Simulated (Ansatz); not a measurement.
The relaxed structure here is a generated cell of Ag: the first start was made by placing the elements on the sites of a structure type, and the end was not matched to a known phase here, so it may be hypothetical. Known forms of Ag include space group No. 225.

One stationary structure of Ag. Method: r2SCAN (plane waves to 500 eV, PAW, scalar-relativistic; Ansatz, a program for electronic structure).

```
CELL_PARAMETERS angstrom
      4.67680     0.00000     0.00000
     -2.33840     4.05022     0.00000
      0.00000     0.00000     2.79808
ATOMIC_POSITIONS crystal
  Ag 0.00000 0.00000 0.00000
  Ag 0.33333 0.66667 0.50000
  Ag 0.66667 0.33333 0.50000
```

**Question.** Find the space group and the Wyckoff positions (tolerance 0.01 Å).

**Answer.** Space group P6/mmm (No. 191); a = b = 4.677 Å, c = 2.798 Å, α = β = 90.00°, γ = 120.00°

| atom | site | symmetry | x | y | z |
|---|---|---|---|---|---|
| Ag | 1a | 6/mmm | 0.0000 | 0.0000 | 0.0000 |
| Ag | 2d | -6m2 | 0.3333 | 0.6667 | 0.5000 |

**Question.** Give the shortest distances between elements (the closest pairs, up to four, under 3.6 Å).

**Answer.** Ag–Ag 2.70 Å.

```json
{
 "volume_per_atom": "17.67 Å³",
 "band_gap": "zero (metallic)"
}
```

No spin polarisation in the result.

The run could not lose the symmetry of its start: the end is stationary, and may be a saddle point rather than a minimum.

All atoms sit on sites fixed by symmetry, so only the cell could relax.
